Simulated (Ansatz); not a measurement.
Sb:
```xyz
1
Lattice="3.0863 0.0000 0.0000 0.0000 3.0863 0.0000 0.0000 0.0000 3.0863" Properties=species:S:1:pos:R:3 pbc="T T T"
Sb     0.0000     0.0000     0.0000
```

Relaxed with r²SCAN.

Task: Map the electron localisation function on the plane through (0.000, 0.000, 0.000) spanned by u = [1, 0, 0] and v = [0, 1, 0] in lattice vectors, from plane-wave PAW r²SCAN (Ansatz code).

Result: x is the fraction of u, y of v (the angle between them is 90°; rows are the nearest grid lines); atoms in the plane: Sb at (0.00, 0.00).
```
|00014689998641000|
|00025689998652000|
|00135689998653100|
|12356788788765321|
|45566787678766554|
|66677765456777666|
|88888643234688888|
|99987531113578999|
|99976421112467999|
|99987531113578999|
|88888643234688888|
|66677765456777666|
|45566787678766554|
|12356788788765321|
|00135689998653100|
|00025689998652000|
|00014689998641000|
```
Scale: ten equal steps from 0.000 (start of '0') to 0.587 (end of '9'), in the order '0123456789'; x runs from 0.000 to 1.00, y from 0.000 (bottom) to 1.00 (top).

The density is the valence pseudo-density with augmentation charge, so density and ELF within about 1 Å of a nucleus are not all-electron values.

Space group Pm-3m (simple cubic). The first step of the workflow began from a Materials Project structure, measured or hypothetical; the Crystallography Open Database files this formula in space group No. 221, but the cells were not matched. It is not the phase usual at ambient conditions (space group No. 166). The cell was relaxed with r²SCAN under the symmetry of its start; its stability against distortions is not shown here. Spin–orbit coupling is left out wherever it is not named.

Potentials: the later of the program's two PAW sets.
